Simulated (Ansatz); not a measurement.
# Electric field gradients in PtSe2

Level of theory: DFT PBE+D3(BJ), scalar-relativistic, plane waves, PAW (Ansatz). Cutoff 420 eV, 12×12×10 k-points (Γ-centred), Fermi-Dirac smearing of 0.15 eV. No spin polarisation.

The cell, relaxed at this level:
```
CELL_PARAMETERS angstrom
3.77196 0.00000 0.00000
-1.88598 3.26661 0.00000
0.00000 0.00000 4.82060
ATOMIC_POSITIONS crystal
Pt 0.00000 0.00000 0.00000
Se 0.33333 0.66667 0.26579
Se 0.66667 0.33333 0.73421
```

In a metal these results depend on the k mesh and the smearing. A semilocal functional can close a gap that the real compound has. Spin–orbit coupling is left out, which matters for gradients at heavy nuclei.

Problem. Give V_zz (10²¹ V/m²) and the asymmetry η at each distinct site.

Solution.
```csv
atom,V_zz,η
Pt (atom 1),7.30,0.00
Se (atom 2),-2.85,0.00
```

Cost: 1 run of about 0.12 core-minutes, on Intel Xeon Platinum 8488C (Sapphire Rapids) (shared hosts).